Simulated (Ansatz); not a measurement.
## MgZn2Os2: reading a single point

```
Zn Os Mg
1.0
     7.03508    0.00000    0.00000
     0.00000    7.03508    0.00000
     0.00000    0.00000    3.47135
Zn Os Mg
4 4 2
Cartesian
  2.6614 6.1789 0.0000
  0.8562 2.6614 0.0000
  4.3737 0.8562 0.0000
  6.1789 4.3737 0.0000
  1.2118 4.7293 1.7357
  2.3057 1.2118 1.7357
  5.8233 2.3057 1.7357
  4.7293 5.8233 1.7357
  0.0000 0.0000 0.0000
  3.5175 3.5175 0.0000
```

Level: r2SCAN, no spin polarisation; 500 eV; 5×5×10 Γ-centred mesh; fermi-dirac occupations (width 0.0384 eV); Ansatz 0.2.0, fixed geometry.

**Forces.** The largest is on Zn3 (and as large on other atoms): 0.57 eV/Å, components (0.40, 0.40, 0.00). It makes 180° with the line to a nearest neighbour, Zn1 at 2.42 Å, pointing away from it.
**Stress.** The pressure is -20.2 GPa (compression positive), so with the atoms held at these fractions the cell would first shrink.
**Contacts.** Zn–Zn at 2.42 Å: least valence density 0.31 e/Å³ and ELF 0.23 there. Zn–Os at 2.69 Å: least valence density 0.31 e/Å³ and ELF 0.31 there. Zn–Mg at 2.80 Å: least valence density 0.12 e/Å³ and ELF 0.10 there. Both are smooth PAW fields, read partly inside the augmentation spheres.
**Electronic structure.** It is a metal, with about 7.9 states/eV a cell as the mean within 0.25 eV of the Fermi level, mostly Os d (87 %).

Origin: a known structure type with other elements, at an estimated volume, so it need not be a known compound. Caveats: atoms or cell far from equilibrium.
